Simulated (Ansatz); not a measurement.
Starting cell, La (dhcp type, space group P6_3/mmc):

```
La
1.0
    3.77035     0.00000     0.00000
   -1.88517     3.26522     0.00000
    0.00000     0.00000    12.08097
La
4
Cartesian
  0.00000   0.00000   0.00000
  0.00000   0.00000   6.04049
  0.00000   2.17681   3.02024
  1.88517   1.08841   9.06073
```

Scan: atom 3 (La, nearest neighbour La at 3.723 Å; its periodic images, 3.8 Å or more away, move with it) is displaced towards the nearest neighbour, direction (-0.506, 0.292, -0.811) in Cartesian axes, by s. The other atoms stay.

Computed with PBE (plane waves to 420 eV, PAW, scalar-relativistic; Ansatz, an electronic-structure program). k mesh 11×11×3 (Γ-centred), Fermi-Dirac smearing 0.05 eV. Energies are smeared free energies. Left out: 1 of 11 points, with atoms too close for the PAW data. With partly filled bands, energies and forces of such displacements shift with the k mesh and the smearing. La is run without spin polarisation. La was relaxed with its symmetry unable to fall. ΔE is measured from the undisplaced structure.

The scan covers s from -0.740 to 0.592 Å in 10 points.

Question: Is this a single well or a double well?

Answer: A single well with its minimum at or next to zero displacement.

Question: What is the force constant k = d²E/ds² of this move at s = 0?

Answer: 1.43 eV/Å².

(For displaced atoms, the force is minus the slope of the energy, and its curvature is a force constant, which sets phonon frequencies.)
